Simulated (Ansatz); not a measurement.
C (lonsdaleite): gap against strain (uniaxial along z, other directions held)

C, lonsdaleite, relaxed with r2SCAN in the PAW code Ansatz, then strained (uniaxial along z, other directions held; changes of length per length, axes as in the cell below) with the atoms relaxed again within the symmetry that is left. Space group P6_3/mmc (No. 194), hexagonal; conventional cell a = 2.503 Å, c = 4.169 Å, 5.66 Å³ an atom. C has 4 C at 1.54–1.56 Å. Calculated for a static, non-magnetic cell.

```
C
1.0
     2.50320    0.00000    0.00000
    -1.25160    2.16783    0.00000
     0.00000    0.00000    4.16887
C
4
Direct
  0.33333 0.66667 0.00023
  0.66667 0.33333 0.50023
  0.33333 0.66667 0.37477
  0.66667 0.33333 0.87477
```

Gaps are the least over each mesh (PBE 12×12×6, r2SCAN 12×12×6, HSE06 9×9×4 when unstrained) and the special points, which keep their unstrained names; stress is the change from the unstrained cell, compression positive.

```
strain (%)  gap, PBE (eV)  gap, r2SCAN (eV)  gap, HSE06 (eV)  edges, HSE06  stress along the strain, r2SCAN (GPa)  energy rise, r2SCAN (meV/atom)
     -4.47          3.270             3.548            4.316         Γ → K                                 +71.31                            53.3
       0.0          3.323             3.596            4.377         Γ → K                                   0.00                             0.0
     +3.42          3.511             3.786            4.579         Γ → K                                 -40.10                            25.4
```

Task: Estimate the row for a strain of -1.0 %.

Result:
```
strain (%)  gap, PBE (eV)  gap, r2SCAN (eV)  gap, HSE06 (eV)  edges, HSE06  stress along the strain, r2SCAN (GPa)  energy rise, r2SCAN (meV/atom)
      -1.0          3.296             3.568            4.347         Γ → K                                 +14.04                             2.4
```

Between zero and the nearest strains the slope of the HSE06 gap against strain is +0.030 eV per percent for negative and +0.059 for positive strain.

The meshes of the hybrids are coarse, so their gaps aren't converged to the digits shown.
